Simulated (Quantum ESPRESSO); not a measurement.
# HfTi2ZrO8: finding a planted mistake in a log

A calculation, not a measurement. The program is pw.x of Quantum ESPRESSO 7.5 (plane-wave density functional theory). The cell is made up: 12 atoms on a fluorite lattice, with randomly drawn elements, strain and displacements, not relaxed. PseudoDojo standard norm-conserving files (v0.5 for PBE, v0.4.1 for LDA and PBEsol) set the functional; there is no spin polarisation, spin-orbit coupling or dispersion term, and the masses in the input are unused placeholders.

The hafnium pseudopotential is less sure than the others, with forces about 3 percent (worst 6) and pressure in oxides about 1.5 GPa (worst 2.7) from a second method in checks, which no rerun with the same files tests.

Intended input:

```
&control calculation='scf', pseudo_dir='./dojo.nc.sr.pbe.v0_5.standard.upf', outdir='./o', disk_io='low', tprnfor=.true., tstress=.true. /
&system ibrav=0, nat=12, ntyp=4, nbnd=54, ecutwfc=84.00895049, nosym=.true., tot_charge=0,
 occupations='smearing', smearing='fd', degauss=0.0018374661
/
&electrons conv_thr=7.350e-09, electron_maxstep=60, /
ATOMIC_SPECIES
Hf 1.0 Hf.upf
O 1.0 O.upf
Ti 1.0 Ti.upf
Zr 1.0 Zr.upf
CELL_PARAMETERS angstrom
5.1022 -0.0037 0.0289
-0.0037 4.9967 0.0381
0.0289 0.0381 4.9521
ATOMIC_POSITIONS angstrom
Hf -0.0035 -0.0537 0.0232
Ti 0.0183 2.5225 2.4899
Ti 2.5638 0.0433 2.486
Zr 2.5602 2.4658 0.0037
O 1.2439 1.2625 1.2344
O 1.2989 1.292 3.7421
O 1.3152 3.7389 1.3114
O 1.2864 3.773 3.7322
O 3.8019 1.2658 1.2803
O 3.8194 1.3051 3.7176
O 3.8259 3.7505 1.3004
O 3.8624 3.7765 3.7886
K_POINTS automatic
4 5 5 1 1 1
```

The log is shortened where brackets say so; the opening notice, blank lines, dates and the lines on written files are dropped, and the path of the files is cut. It prints rydbergs, bohrs and kilobars, and counts compression as positive stress. Where no state is partly filled, the Fermi energy that it prints is only some level between the filled and the empty states on the mesh, and need not lie in the true gap.

Log of the intended run:

```
     Program PWSCF v.7.5
     Parallel version (MPI & OpenMP), running on       4 processor cores
     Number of MPI processes:                 4
     Threads/MPI process:                     1
     [start-up lines left out]
     bravais-lattice index     =            0
     lattice parameter (alat)  =       9.6419  a.u.
     unit-cell volume          =     851.8962 (a.u.)^3
     number of atoms/cell      =           12
     number of atomic types    =            4
     number of electrons       =        96.00
     number of Kohn-Sham states=           54
     kinetic-energy cutoff     =      84.0090  Ry
     charge density cutoff     =     336.0358  Ry
     scf convergence threshold =      7.3E-09
     mixing beta               =       0.7000
     number of iterations used =            8  plain     mixing
     Exchange-correlation= PBE
                           (   1   4   3   4   0   0   0)
     [axes and pseudopotential details left out]
   Cartesian axes
     site n.     atom                  positions (alat units)
         1        Hf     tau(   1) = (  -0.0006860  -0.0105247   0.0045470  )
         2        Ti     tau(   2) = (   0.0035866   0.4943865   0.4879972  )
         3        Ti     tau(   3) = (   0.5024809   0.0084864   0.4872329  )
         4        Zr     tau(   4) = (   0.5017754   0.4832738   0.0007252  )
         5        O      tau(   5) = (   0.2437928   0.2474382   0.2419309  )
         6        O      tau(   6) = (   0.2545723   0.2532200   0.7334168  )
         7        O      tau(   7) = (   0.2577670   0.7327896   0.2570222  )
         8        O      tau(   8) = (   0.2521224   0.7394729   0.7314765  )
         9        O      tau(   9) = (   0.7451370   0.2480850   0.2509269  )
        10        O      tau(  10) = (   0.7485668   0.2557874   0.7286150  )
        11        O      tau(  11) = (   0.7498408   0.7350631   0.2548663  )
        12        O      tau(  12) = (   0.7569944   0.7401588   0.7425303  )
     number of k points=    50  Fermi-Dirac smearing, width (Ry)=  0.0018
                       cart. coord. in units 2pi/alat
        k(    1) = (   0.1245005   0.1014311   0.1015258), wk =   0.0400000
        k(    2) = (   0.1233321   0.0998588   0.3076101), wk =   0.0400000
     [further k points left out]
     Dense  grid:    88601 G-vectors     FFT dimensions: (  60,  60,  60)
     Estimated max dynamical RAM per process >     271.00 MB
     Estimated total dynamical RAM >    1019.13 MB
     Initial potential from superposition of free atoms
     starting charge      95.9926, renormalised to      96.0000
     Starting wfcs are   72 randomized atomic wfcs
     total cpu time spent up to now is        8.0 secs
     per-process dynamical memory:   213.9 Mb
     Self-consistent Calculation
     iteration #  1     ecut=    84.01 Ry     beta= 0.70
     Davidson diagonalization with overlap
     ethr =  1.00E-02,  avg # of iterations =  2.0
     total cpu time spent up to now is       16.4 secs
     total energy              =    -714.49672366 Ry
     estimated scf accuracy    <       5.58576583 Ry
     iteration #  2     ecut=    84.01 Ry     beta= 0.70
     Davidson diagonalization with overlap
     ethr =  5.82E-03,  avg # of iterations =  8.5
     total cpu time spent up to now is       31.5 secs
     total energy              =    -706.72207117 Ry
     estimated scf accuracy    <      83.93682422 Ry
     [iterations 3 to 25 left out]
     iteration # 26     ecut=    84.01 Ry     beta= 0.70
     Davidson diagonalization with overlap
     ethr =  3.61E-11,  avg # of iterations =  1.4
     total cpu time spent up to now is      266.1 secs
     total energy              =    -717.46872338 Ry
     estimated scf accuracy    <       0.00000001 Ry
     iteration # 27     ecut=    84.01 Ry     beta= 0.70
     Davidson diagonalization with overlap
     ethr =  1.32E-11,  avg # of iterations =  5.1
     total cpu time spent up to now is      275.6 secs
     End of self-consistent calculation
     [lines on levels left out]
     the Fermi energy is    11.9625 ev
!    total energy              =    -717.46872338 Ry
     estimated scf accuracy    <          9.3E-11 Ry
     smearing contrib. (-TS)   =      -0.00000000 Ry
     internal energy E=F+TS    =    -717.46872338 Ry
     The total energy is F=E-TS. E is the sum of the following terms:
     one-electron contribution =    -148.70756458 Ry
     hartree contribution      =     129.99450250 Ry
     xc contribution           =    -150.46230536 Ry
     ewald contribution        =    -548.29335595 Ry
     convergence has been achieved in  27 iterations
     Forces acting on atoms (cartesian axes, Ry/au):
     atom    1 type  1   force =     0.00530756    0.01371668   -0.00575043
     atom    2 type  3   force =     0.00580336    0.00279131    0.00260536
     atom    3 type  3   force =    -0.00261039    0.00341467   -0.00113313
     atom    4 type  4   force =    -0.00913597    0.01283544    0.00782382
     atom    5 type  2   force =    -0.00796862   -0.01432629    0.05057947
     atom    6 type  2   force =    -0.00986768   -0.01421948   -0.04805594
     atom    7 type  2   force =    -0.01926202    0.01484449    0.01501405
     atom    8 type  2   force =    -0.00471086    0.00998598   -0.01790032
     atom    9 type  2   force =     0.00526059   -0.02029350    0.02481851
     atom   10 type  2   force =     0.02271830   -0.02568712   -0.02682194
     atom   11 type  2   force =     0.01313073    0.00190543    0.04132190
     atom   12 type  2   force =     0.00133501    0.01503240   -0.04250135
     Total force =     0.119124     Total SCF correction =     0.000027
     Computing stress (Cartesian axis) and pressure
          total   stress  (Ry/bohr**3)                   (kbar)     P=      -47.74
  -0.00082714   0.00005993  -0.00004486         -121.68        8.82       -6.60
   0.00005993  -0.00019362  -0.00000362            8.82      -28.48       -0.53
  -0.00004486  -0.00000362   0.00004719           -6.60       -0.53        6.94
     init_run     :      5.26s CPU      5.55s WALL (       1 calls)
     electrons    :    266.15s CPU    267.57s WALL (       1 calls)
     forces       :      1.75s CPU      1.78s WALL (       1 calls)
     stress       :      6.06s CPU      6.30s WALL (       1 calls)
     [timing details left out]
     PWSCF        :   4m41.75s CPU   4m43.78s WALL
     JOB DONE.
```

A second run was made from an input with one planted mistake. Its log:

```
     Program PWSCF v.7.5
     Parallel version (MPI & OpenMP), running on       4 processor cores
     Number of MPI processes:                 4
     Threads/MPI process:                     1
     [start-up lines left out]
     bravais-lattice index     =            0
     lattice parameter (alat)  =       9.6419  a.u.
     unit-cell volume          =     851.8962 (a.u.)^3
     number of atoms/cell      =           12
     number of atomic types    =            4
     number of electrons       =        97.00
     number of Kohn-Sham states=           55
     kinetic-energy cutoff     =      84.0090  Ry
     charge density cutoff     =     336.0358  Ry
     scf convergence threshold =      7.3E-09
     mixing beta               =       0.7000
     number of iterations used =            8  plain     mixing
     Exchange-correlation= PBE
                           (   1   4   3   4   0   0   0)
     [axes and pseudopotential details left out]
   Cartesian axes
     site n.     atom                  positions (alat units)
         1        Hf     tau(   1) = (  -0.0006860  -0.0105247   0.0045470  )
         2        Ti     tau(   2) = (   0.0035866   0.4943865   0.4879972  )
         3        Ti     tau(   3) = (   0.5024809   0.0084864   0.4872329  )
         4        Zr     tau(   4) = (   0.5017754   0.4832738   0.0007252  )
         5        O      tau(   5) = (   0.2437928   0.2474382   0.2419309  )
         6        O      tau(   6) = (   0.2545723   0.2532200   0.7334168  )
         7        O      tau(   7) = (   0.2577670   0.7327896   0.2570222  )
         8        O      tau(   8) = (   0.2521224   0.7394729   0.7314765  )
         9        O      tau(   9) = (   0.7451370   0.2480850   0.2509269  )
        10        O      tau(  10) = (   0.7485668   0.2557874   0.7286150  )
        11        O      tau(  11) = (   0.7498408   0.7350631   0.2548663  )
        12        O      tau(  12) = (   0.7569944   0.7401588   0.7425303  )
     number of k points=    50  Fermi-Dirac smearing, width (Ry)=  0.0018
                       cart. coord. in units 2pi/alat
        k(    1) = (   0.1245005   0.1014311   0.1015258), wk =   0.0400000
        k(    2) = (   0.1233321   0.0998588   0.3076101), wk =   0.0400000
     [further k points left out]
     Dense  grid:    88601 G-vectors     FFT dimensions: (  60,  60,  60)
     Estimated max dynamical RAM per process >     274.07 MB
     Estimated total dynamical RAM >       1.01 GB
     Initial potential from superposition of free atoms
     starting charge      95.9926, renormalised to      97.0000
     Starting wfcs are   72 randomized atomic wfcs
     total cpu time spent up to now is        8.7 secs
     per-process dynamical memory:   216.5 Mb
     Self-consistent Calculation
     iteration #  1     ecut=    84.01 Ry     beta= 0.70
     Davidson diagonalization with overlap
     ethr =  1.00E-02,  avg # of iterations =  2.0
     total cpu time spent up to now is       23.2 secs
     total energy              =    -713.93522780 Ry
     estimated scf accuracy    <       4.79350666 Ry
     iteration #  2     ecut=    84.01 Ry     beta= 0.70
     Davidson diagonalization with overlap
     ethr =  4.94E-03,  avg # of iterations =  7.7
     total cpu time spent up to now is       50.2 secs
     total energy              =    -707.00674576 Ry
     estimated scf accuracy    <      66.35677947 Ry
     [iterations 3 to 18 left out]
     iteration # 19     ecut=    84.01 Ry     beta= 0.70
     Davidson diagonalization with overlap
     ethr =  1.29E-09,  avg # of iterations =  3.1
     total cpu time spent up to now is      283.6 secs
     total energy              =    -716.49481697 Ry
     estimated scf accuracy    <       0.00000015 Ry
     iteration # 20     ecut=    84.01 Ry     beta= 0.70
     Davidson diagonalization with overlap
     ethr =  1.58E-10,  avg # of iterations =  5.8
     total cpu time spent up to now is      300.6 secs
     End of self-consistent calculation
     [lines on levels left out]
     the Fermi energy is    13.6584 ev
!    total energy              =    -716.49481701 Ry
     estimated scf accuracy    <          7.0E-09 Ry
     smearing contrib. (-TS)   =      -0.00177382 Ry
     internal energy E=F+TS    =    -716.49304319 Ry
     The total energy is F=E-TS. E is the sum of the following terms:
     one-electron contribution =    -148.05930635 Ry
     hartree contribution      =     131.49316942 Ry
     xc contribution           =    -151.63355031 Ry
     ewald contribution        =    -548.29335595 Ry
     convergence has been achieved in  20 iterations
     Forces acting on atoms (cartesian axes, Ry/au):
     atom    1 type  1   force =     0.00614484    0.01178340   -0.00372357
     atom    2 type  3   force =     0.00388447   -0.00005875    0.00242521
     atom    3 type  3   force =    -0.00468014    0.00085770    0.00031255
     atom    4 type  4   force =    -0.00906745    0.00960772    0.00734766
     atom    5 type  2   force =    -0.00742118   -0.01457654    0.03727793
     atom    6 type  2   force =    -0.01064889   -0.01374103   -0.03543298
     atom    7 type  2   force =    -0.01900019    0.01652811    0.00259312
     atom    8 type  2   force =    -0.00491491    0.01020169   -0.00585702
     atom    9 type  2   force =     0.00852000   -0.01631563    0.01173591
     atom   10 type  2   force =     0.02144669   -0.02470320   -0.01443649
     atom   11 type  2   force =     0.01417988    0.00483492    0.02859755
     atom   12 type  2   force =     0.00155688    0.01558162   -0.03083987
     Total force =     0.092058     Total SCF correction =     0.000168
     Computing stress (Cartesian axis) and pressure
          total   stress  (Ry/bohr**3)                   (kbar)     P=      187.05
   0.00082106   0.00006482  -0.00005566          120.78        9.53       -8.19
   0.00006482   0.00142916  -0.00001261            9.53      210.24       -1.85
  -0.00005566  -0.00001261   0.00156437           -8.19       -1.85      230.13
     init_run     :      8.03s CPU      8.45s WALL (       1 calls)
     electrons    :    289.43s CPU    291.97s WALL (       1 calls)
     forces       :      2.57s CPU      2.62s WALL (       1 calls)
     stress       :      8.64s CPU      8.88s WALL (       1 calls)
     [timing details left out]
     PWSCF        :   5m 8.95s CPU   5m12.33s WALL
     JOB DONE.
```

Question: what was wrong in the second input?

Answer: the cell has the wrong charge. The input lines that differ, file-writing options aside:

```
- &system ibrav=0, nat=12, ntyp=4, nbnd=54, ecutwfc=84.00895049, nosym=.true., tot_charge=0,
+ &system ibrav=0, nat=12, ntyp=4, nbnd=55, ecutwfc=84.00895049, nosym=.true., tot_charge=-1,
```

|  | intended run | run with the mistake |
| --- | --- | --- |
| free energy (eV) | -9761.659 | -9748.409 |
| smearing term -TS (eV) | 0.0000 | -0.0241 |
| pressure (GPa) | -4.77 | 18.70 |
| largest force component (eV/Å) | 1.300 | 0.958 |
| largest change of a force component (eV/Å) |  | 0.342 |
| iterations | 27 | 20 |

For scale, a rerun of the intended cell at a cutoff of 1467 eV and k mesh 6 x 7 x 7 moved values by no more than 0.002 eV in energy, 0.06 GPa in stress and 0.002 eV/Å in force. The charged cell sits in a uniform background, so its energy and stress rest on the program's zero of potential. The number of bands, nbnd, was set by rule from the electron count and the smearing, so it follows the mistake.